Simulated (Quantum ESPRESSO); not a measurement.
Inputs of pw.x and gipaw.x (a modified build of Quantum ESPRESSO, PBE) for K$_{2}$S; the starting potential comes from an earlier run on another mesh:

```
&CONTROL
  calculation = 'scf'
  prefix = 'x'
  pseudo_dir = './pseudo'
  outdir = './out'
  tprnfor = .true.
/
&SYSTEM
  ibrav = 0
  nat = 3
  ntyp = 2
  ecutwfc = 40
  ecutrho = 160
  occupations = 'fixed'
  nbnd = 12
/
&ELECTRONS
  conv_thr = 1e-11
  startingpot = 'file'
/
ATOMIC_SPECIES
K 39.098 K.GGA_PBE-JTH.UPF
S 32.060 S.GGA_PBE-JTH.UPF
CELL_PARAMETERS angstrom
    0.000000000000     3.706940000000     3.706940000000
    3.706940000000     0.000000000000     3.706940000000
    3.706940000000     3.706940000000     0.000000000000
ATOMIC_POSITIONS crystal
K      0.750000000000     0.750000000000     0.750000000000
K      0.250000000000     0.250000000000     0.250000000000
S      0.000000000000     0.000000000000     0.000000000000
K_POINTS automatic
4 4 4 1 1 1
```

```
&INPUTGIPAW
  job = 'nmr'
  prefix = 'x'
  tmp_dir = './out/'
  restart_mode = 'from_scratch'
  pawproj(1) = .true.
  pawproj(2) = .true.
  use_nmr_macroscopic_shape = .false.
/
```

Geometry: a computed entry of the Materials Project; it was not checked against measured cells. It is K2S in Fm-3m; whether this form has been observed was not checked. Stability against distortions was not tested.

**Question.** Give the final section of the GIPAW output.

**Answer.** 
```
     f-sum rule (should be   -23.9777):
           -23.9796         -0.0000          0.0000
            -0.0000        -23.9796          0.0000
            -0.0000          0.0000        -23.9796

     Total NMR chemical shifts in ppm: ---------------------------------------
     (adopting the Simpson convention for anisotropy and asymmetry)-----------

     Atom  1  K   pos: (  1.060660  1.060660  1.060660)  Total sigma:        1048.80
          1048.8050         -0.0000         -0.0000
             0.0000       1048.8050         -0.0000
            -0.0000          0.0000       1048.8050

     K       1    anisotropy:      0.00    eta:    0.0000
     K       1    sigma_11=   1048.80
     K       1    sigma_22=   1048.80
     K       1    sigma_33=   1048.80

     Atom  2  K   pos: (  0.353553  0.353553  0.353553)  Total sigma:        1048.80
          1048.8050         -0.0000          0.0000
            -0.0000       1048.8050         -0.0000
            -0.0000         -0.0000       1048.8050

     K       2    anisotropy:     -0.00    eta:    0.0000
     K       2    sigma_11=   1048.80
     K       2    sigma_22=   1048.80
     K       2    sigma_33=   1048.80

     Atom  3  S   pos: (  0.000000  0.000000  0.000000)  Total sigma:         581.83
           581.8350         -0.0000         -0.0000
            -0.0000        581.8350         -0.0000
            -0.0000         -0.0000        581.8350

     S       3    anisotropy:     -0.00    eta:    0.0000
     S       3    sigma_11=    581.83
     S       3    sigma_22=    581.83
     S       3    sigma_33=    581.83
```
The printed anisotropy is 3/2 (σ_33 − σ_iso) in the program's own order; the axes are left out here. All sites are cubic, so the anisotropy vanishes by symmetry. Shieldings are absolute and leave out the bulk-susceptibility term; a larger σ means a smaller chemical shift. By our sweeps, such settings leave a few ppm in absolute σ. No d partial waves on S: the paramagnetic term there is incompletely reconstructed. The structure is static (0 K, no zero-point motion).
